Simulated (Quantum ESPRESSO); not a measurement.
AlIn2GaP4 (made-up cell), AlSi6P (made-up cell) (calculated)

Computed with Quantum ESPRESSO 7.5. Calculation on a made-up crystal cell, not a measurement, the moved input of one more run found from cubic fits through the family: the fits match the computed values on one interval only; periodic Kohn-Sham density functional theory in plane waves with PseudoDojo standard norm-conserving scalar-relativistic pseudopotentials, each functional with its own files (v0.5 for PBE, v0.4.1 for LDA and PBEsol), no spin polarisation, no spin-orbit coupling, atoms not relaxed, stress positive in tension, energies less a fixed whole-eV offset for each atom's element; levels are Kohn-Sham levels at fractions of this cell's reciprocal vectors, counted from the reference band (half the neutral cell's valence electrons, rounded up) at Gamma; error bars cover cutoff and k-mesh only, not smearing or the files; added strain carries the atoms with the cell, and shear is the tensor component; each bar is the largest change over components, and at least 0.002 eV, 0.002 eV per angstrom or 0.02 GPa; energies are for the whole cell, and the offsets were chosen from early runs and are not element reference energies.

Common to all runs: lattice type zincblende/diamond; functional pbe; scf tolerance 1e-07 eV; electrons removed 0; structure shown one run of the family, not the further run.

(1) 
```cif
# cell vector a (Å): 5.8847 0.0164 0.0469
# cell vector b (Å): 0.0164 5.8972 0.0208
# cell vector c (Å): 0.0469 0.0208 5.9030
data_AlIn2GaP4
_symmetry_space_group_name_H-M 'P 1'
_symmetry_Int_Tables_number 1
_cell_length_a 5.8849
_cell_length_b 5.8973
_cell_length_c 5.9032
_cell_angle_alpha 89.595
_cell_angle_beta 89.088
_cell_angle_gamma 89.679
_cell_volume 204.84
loop_
_atom_site_label
_atom_site_type_symbol
_atom_site_fract_x
_atom_site_fract_y
_atom_site_fract_z
_atom_site_occupancy
Al1 Al 0.99045 0.99474 0.00333 1
In1 In 0.99543 0.50027 0.50256 1
In2 In 0.50701 0.00062 0.50027 1
Ga1 Ga 0.49442 0.49813 0.99245 1
P1 P 0.24517 0.24769 0.24527 1
P2 P 0.24476 0.75010 0.75418 1
P3 P 0.75581 0.25092 0.74820 1
P4 P 0.74471 0.74053 0.25048 1
_calc_cutoff 1088  # eV
_calc_fermi_dirac_smearing 0.025  # eV
_calc_moved_input 'added strain, shear xy'
_calc_moved_input_in_the_structure_shown 0.0004
_calc_further_run_fz_on_site_2 -0.406  # eV/angstrom
_calc_further_run_fz_on_site_3 -0.138  # eV/angstrom
_calc_further_run_stress_xy -0.94  # GPa
_calc_further_run_fz_on_site_7 1.534  # eV/angstrom
_calc_k_mesh '4 x 4 x 4, shifted by half a step'
_calc_moved_input_of_the_further_run -0.0094
_calc_interval_low -0.009742
_calc_interval_high -0.009091
_calc_energy_against_integrated_force_or_stress 6.081e-05  # eV
_calc_error_bar_energy 0.007209  # eV
_calc_error_bar_stress 0.02  # GPa
_calc_error_bar_force 0.002  # eV/angstrom
```

Atoms:
| atoms element | atom site | atom energy offset (eV) |
| --- | --- | --- |
| Al | 1 | -64 |
| In | 2 | -1808 |
| In | 3 | -1808 |
| Ga | 4 | -2080 |
| P | 5 | -189 |
| P | 6 | -189 |
| P | 7 | -189 |
| P | 8 | -189 |

Family:
| moved input | fz on site 2 (eV/Å) | fz on site 3 (eV/Å) | stress xy (GPa) | fz on site 7 (eV/Å) |
| --- | --- | --- | --- | --- |
| -0.0188 | -0.575 | -0.272 | -1.97 | 1.643 |
| -0.0145 | -0.497 | -0.211 | -1.5 | 1.592 |
| 0.0004 | -0.232 | 0.001 | 0.14 | 1.426 |
| 0.0078 | -0.102 | 0.106 | 0.95 | 1.349 |
| 0.0115 | -0.036 | 0.159 | 1.35 | 1.31 |
| 0.0184 | 0.086 | 0.258 | 2.11 | 1.24 |

(2) 
```cif
# cell vector a (Å): 5.4180 -0.0316 -0.0142
# cell vector b (Å): -0.0316 5.3154 0.0698
# cell vector c (Å): -0.0141 0.0691 5.3188
data_AlSi6P
_symmetry_space_group_name_H-M 'P 1'
_symmetry_Int_Tables_number 1
_cell_length_a 5.4181
_cell_length_b 5.3160
_cell_length_c 5.3193
_cell_angle_alpha 88.502
_cell_angle_beta 90.306
_cell_angle_gamma 90.677
_cell_volume 153.14
loop_
_atom_site_label
_atom_site_type_symbol
_atom_site_fract_x
_atom_site_fract_y
_atom_site_fract_z
_atom_site_occupancy
Si1 Si 0.00928 0.00542 0.00097 1
Si2 Si 0.01350 0.49640 0.49903 1
Si3 Si 0.49867 0.99510 0.49895 1
P1 P 0.51325 0.49947 0.99320 1
Si4 Si 0.25661 0.25220 0.24980 1
Si5 Si 0.23962 0.75920 0.75690 1
Al1 Al 0.75450 0.25193 0.75189 1
Si6 Si 0.75984 0.74186 0.24641 1
_calc_cutoff 599  # eV
_calc_fermi_dirac_smearing 0.1  # eV
_calc_moved_input 'added strain, zz'
_calc_moved_input_in_the_structure_shown 0.0102
_calc_further_run_stress_zz -13.29  # GPa
_calc_further_run_pressure 11.43  # GPa
_calc_further_run_stress_yy -11.33  # GPa
_calc_further_run_free_energy_less_offsets 1.434  # eV
_calc_k_mesh '6 x 6 x 6, shifted by half a step'
_calc_moved_input_of_the_further_run -0.0203
_calc_interval_low -0.02066
_calc_interval_high -0.01993
_calc_energy_against_integrated_force_or_stress 0.0001538  # eV
_calc_error_bar_energy 0.002  # eV
_calc_error_bar_stress 0.02  # GPa
```

Atoms:
| atoms element | atom site | atom energy offset (eV) |
| --- | --- | --- |
| Si | 1 | -115 |
| Si | 2 | -115 |
| Si | 3 | -115 |
| P | 4 | -189 |
| Si | 5 | -115 |
| Si | 6 | -115 |
| Al | 7 | -64 |
| Si | 8 | -115 |

Family:
| moved input | stress zz (GPa) | pressure (GPa) | stress yy (GPa) | free energy less offsets (eV) |
| --- | --- | --- | --- | --- |
| -0.0229 | -13.7 | 11.76 | -11.61 | 1.467 |
| -0.0139 | -12.26 | 10.64 | -10.64 | 1.357 |
| 0.0102 | -8.39 | 7.83 | -8.31 | 1.121 |
| 0.0122 | -8.07 | 7.61 | -8.13 | 1.106 |
| 0.0143 | -7.74 | 7.38 | -7.95 | 1.09 |
| 0.0214 | -6.61 | 6.61 | -7.34 | 1.042 |
